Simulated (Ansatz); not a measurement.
According to PBE in the plane-wave PAW code Ansatz, AlAs in the cubic phase (Pm-3n; Al on 6c, As on 6d) relaxes to a = 7.044 Å. Its formation energy from the elements is -0.33 eV/atom, with no fitted shifts.

It is gapped at this level: 1.28 eV (indirect). The valence maximum lies at Γ and the conduction minimum on the Γ–X line, 71 % of the way from Γ (6 equivalent valleys). Gap from PBE with spin–orbit coupling: 1.22 eV. Electrons at the band edge weigh 0.32, 0.32, 0.86 mₑ (principal values).

An equation-of-state fit gives a bulk modulus of 51.8 GPa.

The start of the workflow was typed in or built on a structure type; neither database checked (COD, Materials Project) lists it. It is not the phase usual at ambient conditions (space group No. 216). The cell was relaxed with PBE under the symmetry of its start; its stability against distortions is not shown here. The volume moved by 26 % from the start of the relaxation. The references are the lowest solids computed at this level, not always the standard phases. Scalar-relativistic: spin–orbit coupling is off unless named, which matters more the heavier the elements.

Potentials: the earlier of the program's two PAW sets.
